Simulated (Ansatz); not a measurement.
VN:
```cif
data_N2V2
_chemical_formula_sum 'V2 N2'
_space_group_name_H-M_alt 'P63/mmc'
_space_group_IT_number 194
_space_group_name_Hall '-P 6c 2c'
_cell_length_a 2.70931
_cell_length_b 2.70931
_cell_length_c 5.25727
_cell_angle_alpha 90.000
_cell_angle_beta 90.000
_cell_angle_gamma 120.000
loop_
_atom_site_label
_atom_site_type_symbol
_atom_site_symmetry_multiplicity
_atom_site_Wyckoff_symbol
_atom_site_fract_x
_atom_site_fract_y
_atom_site_fract_z
_atom_site_occupancy
V1 V 2 a 0.00000 0.00000 0.00000 1
N1 N 2 c 0.33333 0.66667 0.25000 1
```

Relaxed at zero pressure with plane-wave PAW HSE06 (Ansatz code).

### Question
The volume is raised by 3 % and shape and atoms relax at that volume. What pressure results, and how do the axes share the change?

### Answer
-10.2 GPa; a 1.1 %, b 1.1 %, c 0.7 %; the energy rises by 8 meV/atom.

### Question
Give the new structure.

### Answer

Space group P6₃/mmc (No. 194); a = b = 2.740 Å, c = 5.294 Å, α = β = 90.00°, γ = 120.00°

```csv
atom,site,symmetry,x,y,z
V,2a,-3m.,0.0000,0.0000,0.0000
N,2c,-6m2,0.3333,0.6667,0.2500
```

The phase is kept; no other phase was compared at this pressure.

Space group P6_3/mmc (NiAs type). A made-up cell: these elements were put on the sites of a structure type; the Crystallography Open Database copy checked does not list it. It is not the phase usual at ambient conditions (space group No. 225). The cell was relaxed with HSE06 under the symmetry of its start; whether a distortion lowers the energy is not shown. The workflow began spin-polarised and lost its moments. The volume moved by -22 % from the start of the relaxation. The hybrid run found no gap, on a coarse k-mesh.

Potentials: the later of the program's two PAW sets.
